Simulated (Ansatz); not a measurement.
SnO:
```xyz
4
Lattice="3.1837 0.0000 0.0000 0.0000 3.1837 0.0000 0.0000 0.0000 6.2277" Properties=species:S:1:pos:R:3 pbc="T T T"
Sn     1.5918     0.0000     0.0000
Sn     0.0000     1.5918     3.1139
O      1.5918     1.5918     1.5569
O      1.5918     1.5918     4.6708
```

Relaxed with HSE06. Special points in fractions of this cell's reciprocal vectors: Γ (0.000, 0.000, 0.000); X (0.000, 0.500, 0.000); M (0.500, 0.500, 0.000); Z (0.000, 0.000, 0.500); R (0.000, 0.500, 0.500); A (0.500, 0.500, 0.500).

### Question
List the band energies nearest the Fermi level at these points for plane-wave PAW HSE06 (Ansatz code).

### Answer
In eV from the Fermi level; about four levels below and three above (degenerate sets whole), none deeper than 8.9 eV; points with the same levels are listed once.

| k | below | above |
|---|---|---|
| Γ | -5.14 -5.14 -3.98 -3.98 | 0.23 1.48 7.43 7.43 |
| X | -4.69 -3.86 -3.37 -1.31 | 0.39 5.14 6.45 |
| M | -6.41 -6.41 -4.09 -2.36 | 0.14 1.35 1.35 |
| Z | -4.34 -4.34 -2.70 -2.70 | 4.86 4.86 8.16 8.16 |
| R | -4.64 -3.92 -1.17 -1.07 | 0.82 2.91 6.55 |
| A | -6.27 -6.27 -1.38 -1.38 | 1.77 1.77 6.58 6.58 |

Space group P4_2/mmc. A made-up cell: these elements were put on the sites of a structure type; neither database checked (COD, Materials Project) lists it. It is not the phase usual at ambient conditions (space group No. 129). Symmetry was held in the HSE06 relaxation; whether a distortion lowers the energy is not shown. The hybrid run found no gap, on a coarse k-mesh. Scalar-relativistic: spin–orbit coupling is off unless named, which matters more the heavier the elements.

Potentials: the later of the program's two PAW sets.
